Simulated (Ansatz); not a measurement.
AlRu:
```
AlRu
1.0
    0.00000     2.49084     2.49084
    2.49084     0.00000     2.49084
    2.49084     2.49084     0.00000
Ru Al
1 1
Direct
  0.00000   0.00000   0.00000
  0.50000   0.50000   0.50000
```

Relaxed with PBE. Special points in fractions of this cell's reciprocal vectors: Γ (0.000, 0.000, 0.000); X (0.500, 0.000, 0.500); U (0.625, 0.250, 0.625); K (0.375, 0.375, 0.750); L (0.500, 0.500, 0.500); W (0.500, 0.250, 0.750).

**Question.** List the band energies nearest the Fermi level at these points for DFT-PBE in the program Ansatz with PAW potentials.

**Answer.** In eV from the Fermi level; about four levels below and three above (degenerate sets whole), none deeper than 8.9 eV; … stands for higher levels left out; points with the same levels are listed once.

| k | below | above |
|---|---|---|
| Γ | -1.97 -1.97 -1.97 -1.67 -1.67 | … |
| X | -5.86 -3.42 -2.42 -0.94 | 0.10 0.10 2.18 |
| U | -3.58 -2.84 -1.83 -0.17 | 0.42 1.32 2.51 |
| L | -2.78 -2.78 -0.30 -0.30 | 1.30 7.34 … |
| W | -5.14 -3.11 -3.11 -2.38 | 0.10 1.30 1.59 1.59 |

Space group Fm-3m (rock salt). The start of the workflow was typed in or built on a structure type; neither database checked (COD, Materials Project) lists it. COD files the formula under space group No. 221. Its standing as an ambient phase is unchecked. The PBE relaxation kept the symmetry of its start; whether a distortion lowers the energy is not shown. The run is not spin-polarised. Its formation energy is positive at this level, so the cell may be metastable or incomplete. Scalar-relativistic: spin–orbit coupling is off unless named, which matters more the heavier the elements.

Potentials: the earlier of the program's two PAW sets.
